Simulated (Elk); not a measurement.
An Elk run on ErH with settings drawn from a wide range, so not all are converged; totals and levels move with the basis, and no second program has checked them. The calculation used DFT, Wu-Cohen GGA, all-electron APW+lo, Dirac cores, scalar-relativistic bands (Elk 11.2.3 with local patches). Elk's input is in atomic units.

Command: `OMP_NUM_THREADS=1 elk`

```
tasks
  0
  110
  115
  15
  10

xctype
  26

rgkmax
  7

gmaxvr
  16

lmaxapw
  6

lmaxo
  6

lmaxi
  4

nrmtscf
  2.5

nempty
  4

epspot
  1e-07

epsengy
  1e-05

maxscl
  100

swidth
  0.008

stype
  3

lradstp
  4

mixtype
  3

hmaxvr
  6

reducebf
  0.5

spinpol
  .true.

tforce
  .true.

sppath
  './'

avec
  0.00000000000 4.54087784393 4.54087784393
  4.54087784393 0.00000000000 4.54087784393
  4.54087784393 4.54087784393 0.00000000000

atoms
  2
  'Er.in'
  1
  0.000000000000 0.000000000000 0.000000000000   0.000 0.000 -2.000
  'H.in'
  1
  0.500000000000 0.500000000000 0.500000000000   0.000 0.000 0.000

ngridk
  9 9 9

wplot
  120 100 1
  -0.55 0.3
```

Muffin-tin radii in the species files: H 1.12, Er 2.24 bohr.

The cell is the one relaxed in the Materials Project (mp-1002221), not relaxed further here; entries there can be hypothetical. The listed cell was then made from it by scaling, straining or moving an atom.

Question: What does the run give?

Answer: It refused before any iteration.
```
Error(init0): requested spin-polarised run with spin-unpolarised
 exchange-correlation functional
```
